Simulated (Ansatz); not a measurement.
Elastic constants of CdTe at 18 GPa (stress–strain coefficients): input and output

Theory: DFT LDA, scalar-relativistic, plane waves, PAW in Ansatz.

Launched with:
```bash
ansatz run input.yaml --threads 1 --pin off --max-ram 3072MiB --backend cpu --events-out ev --progress --plain --runs-dir out
```

Input (bare energies are in eV):
```yaml
crystal:
  lattice:
    - [0.0, 2.971363143, 2.971363143]
    - [2.971363143, 0.0, 2.971363143]
    - [2.971363143, 2.971363143, 0.0]
  atoms:
    - { symbol: Cd, position: [0.0, 0.0, 0.0] }
    - { symbol: Te, position: [0.75, 0.75, 0.75] }
basis:
  ecutwfc: 420
kpoints:
  mp_grid: { grid: [8, 8, 8] }
hamiltonian:
  xc: lda
scf:
  occupations: { method: fixed }
output:
  forces: true
  stress: true
  eigenvalues: true
  polarization: {}
elastic:
  mode: relaxed_ion
  stencil: two_point
```

From the output:
```
--- Elastic constants: 2 strain directions × 2 members + reference (group order 24) ---
  dense FFT box of the reference and of every strained cell: 30×30×30
  strains applied: 11, 23; error gains: componentwise 1.00 (the most a stress slope's error grows in a printed constant), spectral 1.73 (1 for all six strains in a standard setting)
  C = ∂σ_k/∂η_j (tension-positive GPa; Voigt order 11 22 33 23 13 12):
       122.631    122.458    122.458      0.000      0.000     -0.000
       122.458    122.631    122.458     -0.000      0.000      0.000
       122.458    122.458    122.631     -0.000      0.000     -0.000
        -0.000     -0.000     -0.000      4.496      0.000      0.000
         0.000      0.000     -0.000     -0.000      4.496     -0.000
         0.000     -0.000      0.000      0.000     -0.000      4.496
  reference stress σ⁰ (GPa):    -17.993    -17.993    -17.993     -0.000      0.000      0.000
  C* (energy form; C + prestress term) asymmetry max|C*_kj − C*_jk| = 4.263e-14 GPa — a small one proves nothing (zero by symmetry where the batch's group is 432, −43m or m−3m); a large one is finite-difference/SCF noise where every solve ...
  moduli (Voigt/Reuss/Hill, GPa): K = 122.52/122.52/122.52   G = 2.73/0.21/1.47   E = 4.40   ν = 0.494
  mechanically stable: yes (min eigenvalue of sym C = 0.17 GPa)
  e, the proper piezoelectric tensor (elastic.mode: relaxed_ion; C/m²; rows x y z; Voigt order 11 22 33 23 13 12):
      -0.00000    0.00000    0.00000   -0.39988   -0.00000   -0.00000
       0.00000    0.00000    0.00000    0.00000   -0.39988    0.00000
      -0.00000    0.00000    0.00000    0.00000    0.00000   -0.39988
  ±, each entry's uncertainty from the finite density of the strings (C/m²), an estimate: the size of the correction for it that the entry includes:
       0.00000    0.00000    0.00000    0.00406    0.00000    0.00000
       0.00000    0.00000    0.00000    0.00000    0.00406    0.00000
       0.00000    0.00000    0.00000    0.00000    0.00000    0.00406
  the group's symmetry takes up to 9.8e-9 C/m² out of the measured responses: error of the strings' finite density and of the mesh across them, as far as it breaks the symmetry (raise kpoints.mp_grid and any string_points); the largest step ...
  strain η (Voigt 11):  stress-route row diagonal C_11 = 122.63 GPa, energy-path curvature d²(F+E_count+ΔE)/dδ²/Ω₀ = 122.75 GPa
         δ    σ_11 (GPa) F (eV) n_scf n_hpsi n_pw
    -2.000e-3     -18.2387      -14945.1967852       9   28474   1036   relax 0 steps, max|allowed force component| 7.81e-18 eV/Å
     2.000e-3     -17.7482      -14945.2203533       9   28093   1037   relax 0 steps, max|allowed force component| 2.08e-17 eV/Å
  strain η (Voigt 23):  stress-route row diagonal C_44 = 4.50 GPa, energy-path curvature d²(F+E_count+ΔE)/dδ²/Ω₀ = 13.58 GPa
         δ    σ_23 (GPa) F (eV) n_scf n_hpsi n_pw
    -2.000e-3      -0.0090      -14945.2086427       2   17634   1036   relax 3 steps, max|allowed force component| 4.41e-7 eV/Å
     2.000e-3       0.0090      -14945.2086427       2   17613   1036   relax 3 steps, max|allowed force component| 4.39e-7 eV/Å
--- Formal polarisation (Berry phase): one branch of a lattice of values; only differences between neighbouring runs are physical ---
  axis mesh electronic ionic p = total spread (rad) least overlap resolved gap  δp at fixed H ≤   (phases in cycles; p mod 2; gap in eV; gap and δp judge the states as solved, not the mesh's step, its ...
  b1    8×8×8           0.50000000    12.00000000    12.50000000      0.288534         0.8046        1.3114           3.8e-6
  b2    8×8×8           0.50000000    12.00000000    12.50000000      0.288534         0.8046        1.3114           3.8e-6
  b3    8×8×8           0.50000000    12.00000000    12.50000000      0.288534         0.8046        1.3114           3.8e-6
  quantum along a1:   0.16017825 e/Å² =   256.633843 µC/cm²
  quantum along a2:   0.16017825 e/Å² =   256.633843 µC/cm²
  quantum along a3:   0.16017825 e/Å² =   256.633843 µC/cm²
  P = (  1.41578905,   1.41578905,   1.41578905) e/Å² = ( 2268.344134,  2268.344134,  2268.344134) µC/cm²  (mod the quanta)
```

Time: 4.5 min on 1 thread of AMD EPYC (Zen 3), with other jobs on the host, peak memory 0.54 GiB.

Spin–orbit coupling is left out, which matters for heavy elements. The real crystal has changed phase below this pressure.